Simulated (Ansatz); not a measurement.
LiPt2 (cubic Laves (MgCu2 type), space group No. 227) at seven volumes, r²SCAN in the plane-wave PAW code Ansatz, scaled uniformly. One row is withheld.

| V (Å³/atom) | P (GPa) |
|---|---|
| 15.238 | ? |
| 15.740 | 10.78 |
| 16.243 | 4.90 |
| 16.745 | 0.00 |
| 17.247 | -4.08 |
| 17.750 | -7.47 |
| 18.252 | -10.27 |

Problem. Fit the shown pressures and predict the withheld one.

Solution. Third-order Birch–Murnaghan: P = (3/2)B₀(x^(7/2) − x^(5/2))[1 + (3/4)(B′ − 4)(x − 1)] with x = (V₀/V)^(2/3). Least squares on the six rows gives V₀ = 16.745 Å³/atom, B₀ = 148.7 GPa, B′ = 5.13. At V = 15.238, x = 1.0649 and P = 17.87 GPa. The run itself gave 17.84 GPa.

Space group Fd-3m (cubic Laves (MgCu2 type)). The workflow started from an entry of the Crystallography Open Database (COD). Its standing as an ambient phase is unchecked. The cell was relaxed with r²SCAN under the symmetry of its start; its stability against distortions is not shown here. No spin polarisation was allowed. Scalar-relativistic: spin–orbit coupling is off unless named, which matters more the heavier the elements.

Potentials: the later of the program's two PAW sets.
